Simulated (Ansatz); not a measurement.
InSe:
```
CELL_PARAMETERS angstrom
      4.02008     0.00000     0.00000
     -2.01004     3.48149     0.00000
      0.00000     0.00000    37.00000
ATOMIC_POSITIONS crystal
  Se 0.00000 0.00000 0.57198
  Se 0.00000 0.00000 0.42802
  In 0.33333 0.66667 0.46231
  In 0.33333 0.66667 0.53769
```
Free-standing layer in the xy plane with vacuum along z and no interaction between images.

Relaxed with r²SCAN+D4.

Question: All from r²SCAN+D4 in the plane-wave PAW code Ansatz, unless another level is named. Give the band gap.

Answer: 2.02 eV (indirect).

Question: Predict the hole effective mass, in the valley on the K–Γ line, 75 % of the way from K.

Answer: 6.6 along x, 3.0 along y (mₑ).

Question: Next, the electron effective mass with spin–orbit coupling, in the valley at Γ?

Answer: 0.19 mₑ.

Space group P-6m2 (GaSe-type). A layer that has been made, often on a substrate. The cell was relaxed with r²SCAN+D4 under the symmetry of its start; whether a distortion lowers the energy is not shown. Scalar-relativistic: spin–orbit coupling is off unless named, which matters more the heavier the elements.

Potentials: the later of the program's two PAW sets.
